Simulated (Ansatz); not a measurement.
GeRh in space group P-6m2 (No. 187; Rh on 1a, Ge on 1f) at seven volumes, r²SCAN in the plane-wave PAW code Ansatz, shape and atoms relaxed at each. One row is withheld.

| V (Å³/atom) | P (GPa) |
|---|---|
| 14.438 | 20.09 |
| 14.914 | ? |
| 15.390 | 5.56 |
| 15.866 | 0.00 |
| 16.342 | -4.66 |
| 16.818 | -8.56 |
| 17.294 | -11.80 |

Task: Fit the shown pressures and predict the withheld one.

Result: P = (3/2)B₀(x^(7/2) − x^(5/2))[1 + (3/4)(B′ − 4)(x − 1)] with x = (V₀/V)^(2/3). Least squares on the six rows gives V₀ = 15.866 Å³/atom, B₀ = 169 GPa, B′ = 4.89. At V = 14.914, x = 1.0421 and P = 12.17 GPa. The run itself gave 12.19 GPa.

A made-up cell: these elements were put on the sites of a structure type; neither database checked (COD, Materials Project) lists it. COD files the formula under space group No. 62, so this cell is another polymorph or a model. Whether it is the stable phase at ambient conditions was not checked. The cell was relaxed with r²SCAN under the symmetry of its start; whether a distortion lowers the energy is not shown. No spin polarisation was allowed.

Potentials: the later of the program's two PAW sets.
